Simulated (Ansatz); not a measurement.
TiGe₂ (fluorite or antifluorite type, Fm-3m) under volume change, plane-wave PAW PBE (Ansatz code), scaled uniformly.

| V (Å³/atom) | E − E(relaxed) (meV/atom) | P (GPa) |
|---|---|---|
| 17.898 | 47.3 | 9.06 |
| 18.489 | ___ | ___ |
| 19.079 | ___ | ___ |
| 19.669 | 0.0 | 0.16 |
| 20.259 | 3.6 | -2.06 |
| 20.849 | 14.7 | -3.90 |
| 21.439 | 32.0 | -5.49 |

Q: Complete the blanks.

A: 
- 18.489, E − E(relaxed) (meV/atom): 20.5
- 18.489, P (GPa): 5.63
- 19.079, E − E(relaxed) (meV/atom): 5.2
- 19.079, P (GPa): 2.73

Q: What does a third-order Birch–Murnaghan fit give for V₀, B₀ and B′?

A: V₀ = 19.71 Å³/atom, B₀ = 77.5 GPa, B′ = 4.0.

A made-up cell: these elements were put on the sites of a structure type; neither database checked (COD, Materials Project) lists it. COD files the formula under space group No. 70, so this cell is another polymorph or a model. Its standing as an ambient phase is unchecked. The cell keeps a stress of up to 0.2 GPa. The cell was relaxed with PBE under the symmetry of its start; its stability against distortions is not shown here. No spin polarisation was allowed.

Potentials: the later of the program's two PAW sets.
